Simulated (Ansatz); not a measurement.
Given:

SnC:
```cif
data_CSn
_chemical_formula_sum 'C1 Sn1'
_space_group_name_H-M_alt 'P 1'
_space_group_IT_number 1
_cell_length_a 3.39326
_cell_length_b 3.39326
_cell_length_c 3.39326
_cell_angle_alpha 60.000
_cell_angle_beta 60.000
_cell_angle_gamma 60.000
loop_
_space_group_symop_operation_xyz
  'x, y, z'
loop_
_atom_site_label
_atom_site_type_symbol
_atom_site_fract_x
_atom_site_fract_y
_atom_site_fract_z
_atom_site_occupancy
C1 C 0.00000 0.00000 0.00000 1
Sn1 Sn 0.50000 0.50000 0.50000 1
```

This is the PBE-relaxed structure.

Question: All from DFT-PBE in the program Ansatz with PAW potentials, unless another level is named. Predict the electronic character.

Answer: metallic (no gap).

Question: Predict the density of states at the Fermi level.

Answer: 0.51 states/eV per atom (mean over ±0.08 eV).

Question: Give the formation energy from the elements (no fitted shifts).

Answer: 1.31 eV/atom.

Question: Give the gap with spin–orbit coupling.

Answer: none (metallic).

Space group Fm-3m (rock salt). A made-up cell: these elements were put on the sites of a structure type; neither database checked (COD, Materials Project) lists it. Whether it is the stable phase at ambient conditions was not checked. The PBE relaxation kept the symmetry of its start; its stability against distortions is not shown here. The references are the lowest solids computed at this level, not always the standard phases. Scalar-relativistic: spin–orbit coupling is off unless named, which matters more the heavier the elements.

Potentials: the later of the program's two PAW sets.
